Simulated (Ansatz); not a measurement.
Relaxed candidate structures of TiRh:

A. P4/mmm (No. 123), tP2; a = 2.9236 Å, b = 2.9236 Å, c = 3.3774 Å, α = 90.00°, β = 90.00°, γ = 90.00°; Ti 1d (0.500, 0.500, 0.500); Rh 1a (0.000, 0.000, 0.000)

B. P6₃/mmc (No. 194), hP8; a = b = 2.933 Å, c = 15.913 Å, α = β = 90.00°, γ = 120.00°; Ti 4f (0.333, 0.667, 0.126); Rh 2d (0.667, 0.333, 0.250); Rh 2a (0.000, 0.000, 0.000)

Task: Order them by energy per atom (lowest first) at the level PBEsol (plane waves to 420 eV, PAW, scalar-relativistic; Ansatz, a first-principles code).

Result: A (reference, the lowest of the structures calculated here), B (+0.25 eV/atom)

Each run could gain symmetry but not lose that of its start, so entries can be saddle points. From databases, or of a type measured for this composition: P4/mmm, tP2; the others are generated cells (placed on structure types, drawn at random, substituted or restacked) that were not matched to a known phase here. Static energies at zero pressure. No spin polarisation in the result.
